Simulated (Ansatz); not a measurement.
**Sn3Bi: do energies and stresses tell the same story?**

Theory: DFT r2SCAN, scalar-relativistic, plane waves, PAW in Ansatz.

Cutoff 500 eV; k points 10×10×10 on the computed 4-atom cell (Γ-centred); Gaussian smearing, width 0.10 eV; no spin polarisation.

Relaxed cell: Pm-3m, a = 4.849 Å, b = 4.849 Å, c = 4.849 Å, α = 90.00°, β = 90.00°, γ = 90.00°, 4 atoms in the primitive cell. Whether it is the stable form of this composition wasn't checked.

Energies at zero smearing and pressures from the stress tensor, at volumes with shape and atoms relaxed:
```csv
V (Å³/atom),E − E(first) (meV/atom),P (GPa)
26.799,0.00,3.68
27.655,-13.89,1.66
28.510,-17.82,-0.02
29.365,-13.59,-1.41
30.220,-2.73,-2.55
```

Check P = −dE/dV between neighbouring volumes, and get the bulk modulus from the pressures alone.

With 1 eV/Å³ = 160.2 GPa:
```tsv
middle V (Å³/atom)	−ΔE/ΔV (GPa)	mean P (GPa)
27.227	2.603	2.671
28.082	0.735	0.817
28.937	-0.793	-0.715
29.793	-2.034	-1.980
```

The two differ by 0.08 GPa at most. The mean of two end pressures misses the average over a step by about ΔV² P″/12, up to 0.03 GPa here; with that taken off 0.06 GPa remains. The stress is the derivative of the free energy, not of the energy at zero smearing, and with free energies 0.00 GPa remains. Around V = 28.510 Å³/atom, the two neighbours give B = −V ΔP/ΔV = 28.510 × 3.06 / 1.711 = 51.1 GPa, against B0 = 51.2 GPa from the Birch–Murnaghan fit of the energies.

Spin–orbit coupling is left out, which can shift energies with elements as heavy as these.